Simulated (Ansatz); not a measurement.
## From the elastic tensor of Al$_{3}$B$_{2}$W to moduli and sound speeds

Method: Ansatz 0.2.0, DFT PBE, scalar-relativistic, plane waves, PAW. Settings: 420 eV plane-wave cutoff, Γ-centred 10×10×6 mesh, Gaussian smearing of 0.10 eV. No spin polarisation.

Space group Cm (No. 8), monoclinic, a = 9.279 Å, b = 3.237 Å, c = 6.260 Å, β = 129.4°. Around Al on its first site lie 4 B at 2.38–2.44 Å, 3 W at 2.73–2.74 Å, 1 B at 2.81 Å and 2 Al at 2.81 Å; Al on its second site has 4 B at 2.37–2.38 Å, 3 Al at 2.73 Å, 3 W at 2.83–2.96 Å, 1 B at 2.90 Å and 3 Al at 2.93–3.07 Å; Al on its third site has 2 B at 2.21 Å, 1 B at 2.39 Å, 5 Al at 2.73–2.81 Å and 3 W at 2.74 Å; around B on its first site lie 1 B at 1.73 Å, 2 Al at 2.21 Å, 1 W at 2.37 Å and 4 Al at 2.38–2.44 Å; around B on its second site lie 1 B at 1.73 Å, 2 W at 2.26 Å and 5 Al at 2.37–2.39 Å; W has 3 B at 2.26–2.37 Å, 9 Al at 2.73–2.96 Å and 2 W at 3.24 Å.

The structure comes from a generated guess, relaxed at this level; another structure or a mixture of phases may lie lower. In a metal, frequencies and elastic constants depend on the k mesh and the smearing, soft modes and shear constants most. Spin–orbit coupling is left out, which matters for heavy elements.

Relaxed-ion constants (GPa, on the Cartesian axes of the calculation):
C11 = 247.2, C12 = 98.4, C13 = 98.5, C15 = 3.2, C22 = 306.1, C23 = 84.7, C25 = 18.7, C33 = 389.6, C35 = 30.4, C44 = 100.0, C46 = 55.5, C55 = 124.6, C66 = 89.8 GPa; the others vanish.

Density 6.549 g/cm³; 6 atoms in 72.61 Å³.

With S = C⁻¹: B_V = (C11+C22+C33+2(C12+C13+C23))/9, G_V = (C11+C22+C33−C12−C13−C23+3(C44+C55+C66))/15, 1/B_R = S11+S22+S33+2(S12+S13+S23), 15/G_R = 4(S11+S22+S33−S12−S13−S23)+3(S44+S55+S66); Hill is their mean. Then v_l = √((B+4G/3)/ρ), v_t = √(G/ρ), v_m = [(2/v_t³+1/v_l³)/3]^(−1/3) and Θ = (ħ/k_B)·v_m·(6π²n/V)^(1/3) for n atoms in the volume V; E = 9BG/(3B+G), ν = (3B−2G)/(2(3B+G)) and A^U = 5G_V/G_R + B_V/B_R − 6.

```
Bulk modulus, Voigt / Reuss / Hill          : 167.4 / 161.4 / 164.4 GPa
Shear modulus, Voigt / Reuss / Hill         : 107.0 / 83.5 / 95.2 GPa
Young's modulus                             : 239 GPa
Poisson ratio                               : 0.257
Pugh ratio B/G                              : 1.73 (under 1.75, the rule of thumb for brittle)
Universal anisotropy index                  : 1.44
Longitudinal and transverse sound speeds    : 6670 and 3813 m/s
Debye temperature from the mean sound speed : 549 K
```
